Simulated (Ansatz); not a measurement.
Theory: DFT PBE, scalar-relativistic, plane waves, PAW, and for the lanthanide a 4f-in-core norm-conserving potential (Ansatz). All cells share a 770 eV cutoff and Γ-centred k meshes spaced at most about 0.3 Å⁻¹ (about 0.25 or finer for metals, 2π included). No spin polarisation in the final relaxations.

All energies are static (0 K, no zero-point motion). All come from trial cells, and lower structures may exist.

**Question.** Order these relaxed structures of Er3RuC by energy, lowest first, with the energy over the lowest of them.
1.

```
CELL_PARAMETERS angstrom
4.71039 0.00000 0.00000
0.00000 4.71039 0.00000
0.00000 0.00000 4.71039
ATOMIC_POSITIONS crystal
Er 0.50000 0.50000 0.00000
Er 0.00000 0.50000 0.50000
Er 0.50000 0.00000 0.50000
Ru 0.00000 0.00000 0.00000
C 0.50000 0.50000 0.50000
```

2.

```
CELL_PARAMETERS angstrom
5.15569 0.00000 0.00000
0.00000 5.15569 0.00000
0.00000 0.00000 4.67778
ATOMIC_POSITIONS crystal
Er 0.00000 0.50000 0.50000
Er 0.50000 0.00000 0.50000
Er 0.50000 0.50000 0.00000
Ru 0.00000 0.00000 0.50000
C 0.50000 0.50000 0.50000
```

3.

```
CELL_PARAMETERS angstrom
6.73160 0.00000 0.00000
-3.36580 5.82974 0.00000
0.00000 0.00000 5.10835
ATOMIC_POSITIONS crystal
Er 0.17126 0.34253 0.25000
Er 0.82874 0.17126 0.75000
Er 0.65747 0.82874 0.25000
Er 0.82874 0.65747 0.75000
Er 0.17126 0.82874 0.25000
Er 0.34253 0.17126 0.75000
Ru 0.33333 0.66667 0.75000
Ru 0.66667 0.33333 0.25000
C 0.00000 0.00000 0.00000
C 0.00000 0.00000 0.50000
```

**Answer.** 1 (0 meV/atom), 3 (10 meV/atom), 2 (477 meV/atom). Forms: 1 antiperovskite type, Pm-3m; 3 P6_3/mmc; 2 P4/mmm. Counting Er or Ru atoms around C (for each partner element, those within 1.25 times its shortest distance or 1.15 times the sum of covalent radii, where it is the nearest in units of that sum or under 1.3): cell 1 has C 6; cell 3 has C 6; cell 2 has C 6.

For metals, differences of a few meV/atom aren't resolved. Cells relaxed within their symmetry can be saddle points. Some structure types and database cells were kept out of the candidates from the start, so a known form may be missing.

The lanthanide is trivalent by construction, without f bands, f moments or other valences.
